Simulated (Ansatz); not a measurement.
Frozen normal mode in BaSrInSbO₆

Method: DFT PBE, scalar-relativistic, plane waves, PAW in Ansatz 0.2.0. The runs took a 420 eV cutoff, a Γ-centred 6×6×6 mesh and Gaussian smearing (0.05 eV). Spin–orbit coupling is left out, which matters for the heavy elements here. No spin polarisation. Energies are free energies at this smearing, counted from the undisturbed cell; pressure is positive in compression.

Zero of the scan (relaxed at this level; it needn't be the usual structure):

```yaml
crystal:
  lattice:
    - [0.00000, 4.15649, 4.15649]
    - [4.15649, 0.00000, 4.15649]
    - [4.15649, 4.15649, 0.00000]
  atoms:
    - { symbol: Ba, position: [0.25000, 0.25000, 0.25000] }
    - { symbol: Sr, position: [0.75000, 0.75000, 0.75000] }
    - { symbol: In, position: [0.00000, 0.00000, 0.00000] }
    - { symbol: Sb, position: [0.50000, 0.50000, 0.50000] }
    - { symbol: O, position: [0.74081, 0.25919, 0.25919] }
    - { symbol: O, position: [0.25919, 0.74081, 0.74081] }
    - { symbol: O, position: [0.74081, 0.74081, 0.25919] }
    - { symbol: O, position: [0.25919, 0.25919, 0.74081] }
    - { symbol: O, position: [0.25919, 0.74081, 0.25919] }
    - { symbol: O, position: [0.74081, 0.25919, 0.74081] }
```

A zone-centre mode of this cell is frozen in: each atom moves by x times its row below, so x is the largest displacement.
```
atom ux uy uz
 Ba1   0.000   0.002   0.002
 Sr2  -0.001   0.006   0.006
 In3  -0.008   0.058   0.058
 Sb4  -0.017   0.127   0.127
  O5   0.136   0.135   0.135
  O6   0.136   0.136   0.136
  O7  -0.018   0.136  -0.991
  O8  -0.019   0.136  -0.991
  O9  -0.019  -0.991   0.136
 O10  -0.018  -0.991   0.136
```

```tsv
x (Å)	ΔE (meV/cell)	force along the mode (eV/Å)	pressure (GPa)	gap on the mesh (eV)
-0.1200	734.9	12.81	3.2	0.90
-0.0600	177.5	5.98	0.8	0.84
0.0000	0.0	0.00	0.0	0.82
0.0900	?	?	1.8	0.87
```

(1) Give the withheld values.

## Answers

(1) ΔE (meV/cell) at x (Å) = 0.0900: 405.1; force along the mode (eV/Å) at x (Å) = 0.0900: -9.24.

Cost: 4 runs of about 3.3 core-minutes in all, on Intel Xeon Platinum 8259CL (Skylake/Cascade Lake) (shared hosts).